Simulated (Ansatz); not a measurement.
Starting cell, TiN (rock salt):

```xyz
2
Lattice="0.0000 2.1234 2.1234 2.1234 0.0000 2.1234 2.1234 2.1234 0.0000" Properties=species:S:1:pos:R:3 pbc="T T T"
N      0.0000     0.0000     0.0000
Ti     2.1234     2.1234     2.1234
```

In each cell atom 2 (Ti, nearest neighbour N at 2.123 Å; its periodic images, 3.0 Å or more away, move with it) moves by s·(-1.000, 0.000, 0.000) (towards the nearest neighbour), the rest being held.

The numbers are results of PBE (plane waves to 420 eV, PAW, scalar-relativistic; Ansatz, a quantum-chemistry and plane-wave program), not measurements. k mesh 15×15×15 (Γ-centred), Fermi-Dirac smearing 0.05 eV. The energy includes the smearing's −TS. Left out: 2 of 11 points, with atoms too close for the PAW data. With partly filled bands, energies and forces of such displacements shift with the k mesh and the smearing. The PAW data are Ansatz's earlier set. TiN is run without spin polarisation. TiN was relaxed with its symmetry unable to fall. ΔE is measured from the undisplaced structure. The last digit holds for this mesh only.

```tsv
s (Å)	ΔE (meV/cell)
-0.336	withheld
-0.252	340.4
-0.168	146.8
-0.084	36.2
0.000	0.0
0.084	36.2
0.168	146.8
0.252	340.4
0.336	withheld
```

Task: Fit an even polynomial form (powers 2, 4) to the given rows and predict ΔE at s = 0.336.

Result: Least squares on the 7 given rows: ΔE = (5078)·s² + (4444)·s⁴, in meV/cell with s in Å; root-mean-square residual 0.09 meV/cell. At 0.336 the fit gives 629.9 meV/cell; the calculation gives 642.3 meV/cell, so the extrapolation is off by -12.4 (-1.9 %). The quadratic term alone would give 573.3 meV/cell.

(For displaced atoms, the force is minus the slope of the energy, and its curvature is a force constant, which sets phonon frequencies.)
